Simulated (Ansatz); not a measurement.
# Data sheet: AlN (DFT)

AlN:
```
AlN
1.0
    5.29389     0.00000     0.00000
    0.00000     5.29389     0.00000
    0.00000     0.00000     3.10871
Al N
4 4
Direct
  0.32286   0.67714   0.00000
  0.67714   0.32286   0.00000
  0.82286   0.82286   0.50000
  0.17714   0.17714   0.50000
  0.31530   0.31530   0.00000
  0.68470   0.68470   0.00000
  0.18470   0.81530   0.50000
  0.81530   0.18470   0.50000
```

Space group P4_2/mnm (No. 136); conventional cell a = 5.294 Å, b = 5.294 Å, c = 3.109 Å, α = 90.00°, β = 90.00°, γ = 90.00°.

Method: DFT-PBEsol in the program Ansatz with PAW potentials. The cell and atoms are relaxed at this level. Other levels are named where they apply.

Cell and energy:

| Quantity | Value |
|---|---|
| Volume per atom | 10.89 Å³ |
| Density | 3.12 g/cm³ |
| Formation energy from the elements (no fitted shifts) | -1.42 eV/atom |

Electronic structure:

| Property | Value |
|---|---|
| Band gap | 3.75 eV (smallest direct gap 3.76 eV) |
| Valence-band maximum | on the M–Γ line, 88 % of the way from M |
| Conduction-band minimum | at Γ |
| Electron effective mass | 0.32, 0.32, 0.34 mₑ (principal values) |
| Hole effective mass | 0.46, 1.5, 3.6 mₑ (principal values) |
| HSE06 gap on the PBEsol cell | 5.15 eV |

Mechanics:

| Item | Result |
|---|---|
| Bulk modulus (Birch–Murnaghan fit) | 186 GPa |
| Pressure derivative B′ | 3.6 |
| Elastic constants (relaxed ions, GPa) | C11 = 261, C12 = 145, C13 = 128, C33 = 399, C44 = 99.8, C66 = 128 |
| Mechanical stability | stable (all eigenvalues of C positive) |
| Hill bulk and shear moduli | 189 and 96.4 GPa |
| Young's modulus | 247 GPa |
| Poisson's ratio | 0.28 |
| Debye temperature from the elastic constants | 831 K |

Dielectric response:

| Quantity | Result |
|---|---|
| Electronic dielectric constant ε∞ (DFPT) | 4.47 (xx = yy), 4.35 (zz) |
| Static dielectric constant ε0 (ions relaxed, cell fixed) | 8.83 (xx = yy), 7.31 (zz) |
| Born charges (a third of the trace) | Al +2.55, N -2.55 e |

Phonons:

| Property | Value |
|---|---|
| Highest zone-centre frequency (without LO–TO term) | 24.11 THz |
| Zone-centre stability | no imaginary mode at Γ |
| Dynamical stability on the path | stable (no imaginary branch) |
| Zero-point energy | 95.6 meV/atom |
| Vibrational entropy at 300 K | 10.9 J/(K·mol of atoms) |

The start of the workflow was typed in or built on a structure type; neither database checked (COD, Materials Project) lists it. It is not the phase usual at ambient conditions (space group No. 186, 216). The PBEsol relaxation kept the symmetry of its start. The references are the lowest solids computed at this level, not always the standard phases (solids in place of the gases).

Potentials: the earlier of the program's two PAW sets. The files were generated under PBE; for other functionals the program regenerates the frozen cores, and for LDA and PBEsol the local potential too.
